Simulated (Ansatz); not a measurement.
N, solid alpha-N2: geometry optimisation

Theory: DFT, PBE, plane waves (420 eV) with PAW, scalar-relativistic in Ansatz 0.2.0.

k-point mesh 3×3×3, Fermi-Dirac smearing 0.05 eV, no spin polarisation. Cell and atoms relax.

Starting structure:

```yaml
crystal:
  lattice:
    - [5.644, 0.0, 0.0]
    - [0.0, 5.644, 0.0]
    - [0.0, 0.0, 5.644]
  atoms:
    - { symbol: "N", position: [0.054, 0.054, 0.054] }
    - { symbol: "N", position: [0.446, 0.946, 0.554] }
    - { symbol: "N", position: [0.554, 0.446, 0.946] }
    - { symbol: "N", position: [0.946, 0.554, 0.446] }
    - { symbol: "N", position: [0.946, 0.946, 0.946] }
    - { symbol: "N", position: [0.554, 0.054, 0.446] }
    - { symbol: "N", position: [0.446, 0.554, 0.054] }
    - { symbol: "N", position: [0.054, 0.446, 0.554] }
hamiltonian:
  xc: pbe
  pseudopotentials:
    kind: paw
    azcp:
      "N": "pseudopotentials/N.paw.azcp"
basis:
  ecutwfc: 420
  fft_grid_basis: typed
kpoints:
  mp_grid: { grid: [3, 3, 3], shift: [0, 0, 0] }
magnetization:
  spin_polarized: false
scf:
  occupations: { method: fermi_dirac, width: 0.05 }
relax:
  max_steps: 60
  f_tol: 0.01
  cell: {}
```

Q: The pressure at the start is 10.0 GPa. By how much does the volume change?

A: From 22.47 to 28.33 Å³ per atom, 26.1 %. The final cell has a = 6.097 Å.

Q: How much energy does the relaxation gain?

A: 91.2 meV per atom.

Path of the relaxation (the plane waves are chosen anew near the end, which can shift the energy a little):

```
step  E − E(final) (meV/atom)  V (Å³/atom)  P (GPa)  max force (eV/Å)
   0                    91.17       22.474    10.04             4.390
   1                    11.38       23.700    -1.18             0.606
   2                     9.88       23.967    -0.15             0.089
   3                    10.06       24.068     0.01             0.005
   4                     4.46       24.068     0.36             0.008
   5                     5.34       25.011     0.21             0.011
   6                     8.61       26.230    -0.07             0.027
   7                     8.24       26.128     0.00             0.000
   8                     1.24       26.128     0.16             0.004
   9                     2.90       27.124     0.14             0.034
  10                     4.55       27.750    -0.01             0.022
  11                     6.52       28.331     0.00             0.000
  12                     0.00       28.331     0.04             0.004
```

This functional, with no dispersion term, lets the cell expand far past the measured one.
